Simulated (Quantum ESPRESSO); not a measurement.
AlMg2S3F, input and log of a self-consistent run

Simulated, not a measurement. The program is pw.x of Quantum ESPRESSO 7.5 (plane-wave density functional theory). The cell is made up: 7 atoms on a zincblende/diamond lattice with one site empty, with randomly drawn elements, strain and displacements, not relaxed. PseudoDojo standard norm-conserving files (v0.5 for PBE, v0.4.1 for LDA and PBEsol) set the functional; there is no spin polarisation, spin-orbit coupling or dispersion term, and the masses in the input are unused placeholders.

Input:

```
&control calculation='scf', pseudo_dir='./dojo.nc.sr.pbe.v0_5.standard.upf', outdir='./o', disk_io='low', tprnfor=.true., tstress=.true. /
&system ibrav=0, nat=7, ntyp=4, nbnd=30, ecutwfc=105.61755193, nosym=.true., tot_charge=0,
 occupations='smearing', smearing='fd', degauss=0.0018374661
/
&electrons conv_thr=7.350e-09, electron_maxstep=60, /
ATOMIC_SPECIES
Al 1.0 Al.upf
F 1.0 F.upf
Mg 1.0 Mg.upf
S 1.0 S.upf
CELL_PARAMETERS angstrom
5.4978 -0.017 -0.0202
-0.017 5.3482 0.0437
-0.0202 0.0437 5.3088
ATOMIC_POSITIONS angstrom
Al 0.0625 0.0626 0.0321
Mg 2.6399 0.024 2.6324
Mg 2.9036 2.7644 0.0465
S 1.3436 1.4319 1.2722
S 1.1934 4.0715 4.2636
F 4.0386 1.4112 3.9216
S 4.0722 4.0226 1.3241
K_POINTS automatic
6 6 6 1 1 1
```

The log is shortened where brackets say so; the opening notice, blank lines, dates and the lines on written files are dropped, and the path of the files is cut. It prints rydbergs, bohrs and kilobars, and counts compression as positive stress. With no partly filled state, the Fermi energy that it prints is only some level between the filled and the empty states on the mesh, and need not lie in the true gap.

```
     Program PWSCF v.7.5
     Parallel version (MPI & OpenMP), running on       4 processor cores
     Number of MPI processes:                 4
     Threads/MPI process:                     1
     [start-up lines left out]
     bravais-lattice index     =            0
     lattice parameter (alat)  =      10.3895  a.u.
     unit-cell volume          =    1053.2951 (a.u.)^3
     number of atoms/cell      =            7
     number of atomic types    =            4
     number of electrons       =        48.00
     number of Kohn-Sham states=           30
     kinetic-energy cutoff     =     105.6176  Ry
     charge density cutoff     =     422.4702  Ry
     scf convergence threshold =      7.3E-09
     mixing beta               =       0.7000
     number of iterations used =            8  plain     mixing
     Exchange-correlation= PBE
                           (   1   4   3   4   0   0   0)
     [axes and pseudopotential details left out]
   Cartesian axes
     site n.     atom                  positions (alat units)
         1        Al     tau(   1) = (   0.0113681   0.0113862   0.0058386  )
         2        Mg     tau(   2) = (   0.4801684   0.0043653   0.4788042  )
         3        Mg     tau(   3) = (   0.5281324   0.5028135   0.0084578  )
         4        S      tau(   4) = (   0.2443858   0.2604466   0.2313990  )
         5        S      tau(   5) = (   0.2170661   0.7405604   0.7755013  )
         6        F      tau(   6) = (   0.7345763   0.2566815   0.7132953  )
         7        S      tau(   7) = (   0.7406877   0.7316661   0.2408390  )
     number of k points=   108  Fermi-Dirac smearing, width (Ry)=  0.0018
     Number of k-points >= 100: set verbosity='high' to print them.
     Dense  grid:   154369 G-vectors     FFT dimensions: (  72,  72,  72)
     Estimated max dynamical RAM per process >     423.31 MB
     Estimated total dynamical RAM >       1.54 GB
     Initial potential from superposition of free atoms
     starting charge      47.9958, renormalised to      48.0000
     Starting wfcs are   30 randomized atomic wfcs
     total cpu time spent up to now is       15.7 secs
     per-process dynamical memory:   353.0 Mb
     Self-consistent Calculation
     iteration #  1     ecut=   105.62 Ry     beta= 0.70
     Davidson diagonalization with overlap
     ethr =  1.00E-02,  avg # of iterations =  5.4
     total cpu time spent up to now is       59.2 secs
     total energy              =    -357.83858163 Ry
     estimated scf accuracy    <       0.65370334 Ry
     iteration #  2     ecut=   105.62 Ry     beta= 0.70
     Davidson diagonalization with overlap
     ethr =  1.36E-03,  avg # of iterations =  2.0
     total cpu time spent up to now is       91.1 secs
     total energy              =    -357.97700845 Ry
     estimated scf accuracy    <       0.42093514 Ry
     iteration #  3     ecut=   105.62 Ry     beta= 0.70
     Davidson diagonalization with overlap
     ethr =  8.77E-04,  avg # of iterations =  2.1
     total cpu time spent up to now is      127.9 secs
     total energy              =    -358.07145461 Ry
     estimated scf accuracy    <       0.04003634 Ry
     iteration #  4     ecut=   105.62 Ry     beta= 0.70
     Davidson diagonalization with overlap
     ethr =  8.34E-05,  avg # of iterations =  5.7
     total cpu time spent up to now is      171.0 secs
     total energy              =    -358.08021318 Ry
     estimated scf accuracy    <       0.00223013 Ry
     iteration #  5     ecut=   105.62 Ry     beta= 0.70
     Davidson diagonalization with overlap
     ethr =  4.65E-06,  avg # of iterations =  6.7
     total cpu time spent up to now is      223.7 secs
     total energy              =    -358.08047770 Ry
     estimated scf accuracy    <       0.00031156 Ry
     iteration #  6     ecut=   105.62 Ry     beta= 0.70
     Davidson diagonalization with overlap
     ethr =  6.49E-07,  avg # of iterations =  2.2
     total cpu time spent up to now is      266.2 secs
     total energy              =    -358.08054274 Ry
     estimated scf accuracy    <       0.00003610 Ry
     iteration #  7     ecut=   105.62 Ry     beta= 0.70
     Davidson diagonalization with overlap
     ethr =  7.52E-08,  avg # of iterations =  2.0
     total cpu time spent up to now is      300.9 secs
     total energy              =    -358.08054892 Ry
     estimated scf accuracy    <       0.00000253 Ry
     iteration #  8     ecut=   105.62 Ry     beta= 0.70
     Davidson diagonalization with overlap
     ethr =  5.27E-09,  avg # of iterations =  2.1
     total cpu time spent up to now is      341.2 secs
     total energy              =    -358.08054975 Ry
     estimated scf accuracy    <       0.00000029 Ry
     iteration #  9     ecut=   105.62 Ry     beta= 0.70
     Davidson diagonalization with overlap
     ethr =  5.94E-10,  avg # of iterations =  2.2
     total cpu time spent up to now is      385.6 secs
     total energy              =    -358.08054981 Ry
     estimated scf accuracy    <       0.00000006 Ry
     iteration # 10     ecut=   105.62 Ry     beta= 0.70
     Davidson diagonalization with overlap
     ethr =  1.18E-10,  avg # of iterations =  2.0
     total cpu time spent up to now is      428.6 secs
     End of self-consistent calculation
     Number of k-points >= 100: set verbosity='high' to print the bands.
     the Fermi energy is     3.6819 ev
!    total energy              =    -358.08054982 Ry
     estimated scf accuracy    <          5.8E-09 Ry
     smearing contrib. (-TS)   =      -0.00000000 Ry
     internal energy E=F+TS    =    -358.08054982 Ry
     The total energy is F=E-TS. E is the sum of the following terms:
     one-electron contribution =    -261.91627361 Ry
     hartree contribution      =     137.53190495 Ry
     xc contribution           =     -63.94780018 Ry
     ewald contribution        =    -169.74838098 Ry
     convergence has been achieved in  10 iterations
     Forces acting on atoms (cartesian axes, Ry/au):
     atom    1 type  1   force =    -0.02958204    0.00926562    0.03700984
     atom    2 type  3   force =     0.01071982    0.00538970    0.02987081
     atom    3 type  3   force =    -0.03350550   -0.07526077   -0.07753552
     atom    4 type  4   force =    -0.03562612    0.00453076   -0.00266217
     atom    5 type  4   force =     0.00698729   -0.00091801   -0.06917976
     atom    6 type  2   force =    -0.01285067   -0.03140741    0.03986660
     atom    7 type  4   force =     0.09385722    0.08840009    0.04263020
     Total force =     0.208518     Total SCF correction =     0.000144
     Computing stress (Cartesian axis) and pressure
          total   stress  (Ry/bohr**3)                   (kbar)     P=        7.93
  -0.00005045  -0.00002682   0.00011915           -7.42       -3.95       17.53
  -0.00002682   0.00010724   0.00013847           -3.95       15.78       20.37
   0.00011915   0.00013847   0.00010488           17.53       20.37       15.43
     init_run     :      9.84s CPU     10.26s WALL (       1 calls)
     electrons    :    411.81s CPU    412.94s WALL (       1 calls)
     forces       :      4.66s CPU      4.70s WALL (       1 calls)
     stress       :     16.59s CPU     16.61s WALL (       1 calls)
     [timing details left out]
     PWSCF        :   7m28.62s CPU   7m30.31s WALL
     JOB DONE.
```

In other units: free energy -4871.934 eV for the cell, pressure 0.79 GPa, largest force component 2.413 eV/Å. This run is the check on a run of the same cell at 1143 eV and a 4 x 4 x 4 mesh: rerunning at 1437 eV and a 6 x 6 x 6 mesh moved values by no more than 0.002 eV in energy, 0.02 GPa in stress and 0.006 eV/Å in force.